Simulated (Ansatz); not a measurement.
The start is a relaxed ZnO cell with every coordinate shifted by Gaussian noise of σ = 0.1 Å. The structure is fully relaxed (lattice and positions, P = 0) with PBE (plane waves to 420 eV, PAW, scalar-relativistic; Ansatz, a first-principles code). The first steps use a coarse 7×7×2 k-mesh.

Input geometry:
```
CELL_PARAMETERS angstrom
      3.27003     0.00000     0.00000
     -1.63502     2.83193     0.00000
      0.00000     0.00000    15.96494
ATOMIC_POSITIONS crystal
  Zn 0.05509 0.01196 0.00277
  Zn 0.99508 0.02521 0.49106
  Zn 0.69478 0.30801 0.81813
  Zn 0.28584 0.66349 0.33882
  Zn 0.61980 0.27388 0.16125
  Zn 0.36200 0.74170 0.66719
  O  0.98056 0.99269 0.87630
  O  0.01637 0.04681 0.38373
  O  0.64206 0.30127 0.70596
  O  0.38437 0.76403 0.19975
  O  0.69931 0.30952 0.04017
  O  0.29433 0.64240 0.54569
```

How much energy is released per atom?

0.30 eV/atom.

How do the shortest distances between atoms change?

The closest pairs of elements (up to four, under 3.6 Å), start → end: O–Zn 1.57 → 2.00 Å; Zn–Zn 2.90 → 3.26 Å; O–O 2.98 → 3.26 Å.

What band gap does the relaxed structure have at this level?

0.67 eV, direct at Γ (no spin-orbit coupling).

It ends as:

Space group P6₃mc (No. 186); a = b = 3.2700 Å, c = 15.9647 Å, α = β = 90.00°, γ = 120.00°

| atom | site | symmetry | x | y | z |
|---|---|---|---|---|---|
| Zn | 2a | 3m. | 0.0000 | 0.0000 | 0.4985 |
| Zn | 2b | 3m. | 0.3333 | 0.6667 | 0.3320 |
| Zn | 2b | 3m. | 0.6667 | 0.3333 | 0.1653 |
| O | 2a | 3m. | 0.0000 | 0.0000 | 0.3733 |
| O | 2b | 3m. | 0.3333 | 0.6667 | 0.2066 |
| O | 2b | 3m. | 0.6667 | 0.3333 | 0.0397 |

Final values are on a 9×9×2 k-mesh of the relaxed cell. No spin polarisation in the result.

The first start was generated by placing the elements on the sites of a structure type. A measured structure of ZnO has the same space group, P6₃mc (No. 186); the sites were not compared with it.
